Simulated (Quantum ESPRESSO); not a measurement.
# Ti4RuAlMg2: a guest atom moved from site to site

A calculation, not a measurement. The program is pw.x of Quantum ESPRESSO 7.5 (plane-wave density functional theory). The cell is made up: eight metal atoms on a hexagonal close-packed lattice, with elements, volume, strain and displacements drawn at random and not relaxed, so it may be unstable or far from any real phase. PseudoDojo standard norm-conserving files set the functional (PBE unless stated); there is no spin polarisation or spin-orbit coupling, the Fermi-Dirac width of 0.25 eV means electrons at about 2900 K, and the masses in the input are unused placeholders. A spin test at this wide smearing found no moment, but such smearing suppresses magnetism that the real alloy may have.

The runs move one Ru atom among sites that otherwise hold Ti. Cell, positions, cutoff, mesh and smearing stay as in the input of run 1; sites are counted in its order. Stress in the tables is positive in tension.

Input of run 1:

```
&control calculation='scf', pseudo_dir='./dojo.nc.sr.pbe.v0_5.standard.upf', outdir='./o', disk_io='minimal', tprnfor=.true., tstress=.true. /
&system ibrav=0, nat=8, ntyp=4, nbnd=58, ecutwfc=84.00895049, nosym=.true., tot_charge=0,
 occupations='smearing', smearing='fd', degauss=0.0183746611
/
&electrons conv_thr=1.470e-08, electron_maxstep=70, mixing_beta=0.5 /
ATOMIC_SPECIES
Al 1.0 Al.upf
Mg 1.0 Mg.upf
Ru 1.0 Ru.upf
Ti 1.0 Ti.upf
CELL_PARAMETERS angstrom
-2.9008 0.0215 0.0016
-0.0371 5.0585 0.041
1.4744 -2.6173 -9.4051
ATOMIC_POSITIONS angstrom
Ti -0.0078 0.0362 0.0281
Ru -0.0702 1.6837 -2.3304
Ti 0.0305 -0.0434 -4.7066
Al 0.0038 1.6226 -7.0154
Mg -1.4266 2.5177 -0.0037
Mg -1.4365 4.1933 -2.2974
Ti -1.4849 2.4987 -4.7139
Ti -1.4056 -0.8655 -7.0278
K_POINTS automatic
8 5 3 1 1 1
```

| run | elements on sites 1 to 8 | free energy less that of run 1 (eV) | -TS (eV) | pressure (GPa) | stress xx (GPa) | stress yy (GPa) | stress zz (GPa) | stress yz (GPa) | stress xz (GPa) | stress xy (GPa) | iterations |
| --- | --- | --- | --- | --- | --- | --- | --- | --- | --- | --- | --- |
| 1 | Ti Ru Ti Al Mg Mg Ti Ti | 0.000 | -1.930 | -0.38 | -1.14 | 1.18 | 1.10 | 0.17 | 0.03 | -0.77 | 21 |
| 2 | Ti Ti Ru Al Mg Mg Ti Ti | 0.020 | -1.910 | -0.56 | -1.68 | 2.35 | 1.00 | 0.40 | 0.14 | -0.52 | 20 |
| 3 | Ti Ti Ti Al Mg Mg Ru Ti | 0.050 | -1.901 | -0.60 | -1.46 | 2.15 | 1.11 | 0.47 | 0.16 | -0.66 | 18 |
| 4 | Ti Ti Ti Al Mg Mg Ti Ru | 0.384 | -1.989 | 0.03 | -2.04 | 0.99 | 0.96 | 0.57 | 0.15 | -0.63 | 20 |

Forces Fx Fy Fz (eV/Å):

| site | run 1 | run 2 | run 3 | run 4 |
| --- | --- | --- | --- | --- |
| 1 | 0.22 0.36 0.06 | 0.22 -0.13 0.47 | 0.22 -0.13 0.49 | 0.24 0.22 0.78 |
| 2 | 0.10 -0.61 -0.60 | 0.27 -0.59 -1.04 | 0.22 0.00 -1.48 | 0.24 -0.22 -0.75 |
| 3 | 0.01 0.48 -0.02 | 0.01 0.32 -0.46 | 0.08 -0.05 -0.37 | 0.00 0.10 -0.84 |
| 4 | -0.03 0.07 -0.09 | -0.02 -0.01 0.08 | -0.01 0.27 0.53 | -0.08 0.02 -0.27 |
| 5 | -0.16 0.24 -0.44 | -0.19 0.35 0.32 | -0.19 0.35 0.31 | -0.19 0.28 1.04 |
| 6 | -0.21 0.08 0.03 | -0.28 0.36 -0.79 | -0.30 0.03 -0.24 | -0.29 0.13 -0.07 |
| 7 | 0.14 -0.46 0.64 | 0.03 -0.22 0.27 | 0.06 -0.02 -0.02 | 0.11 -0.04 -0.35 |
| 8 | -0.08 -0.14 0.43 | -0.04 -0.07 1.15 | -0.09 -0.46 0.76 | -0.04 -0.50 0.47 |

The sites are displaced and not relaxed, so the energy differences mix bonding between neighbours with strain and are not ordering energies. A rerun of one cell of this series at a higher cutoff and on a denser mesh moved values by no more than 0.003 eV in energy, 0.02 GPa in stress and 0.004 eV/Å in force, and a second program with other atomic files agreed on that cell to 2 % rms in force and 0.5 GPa in pressure.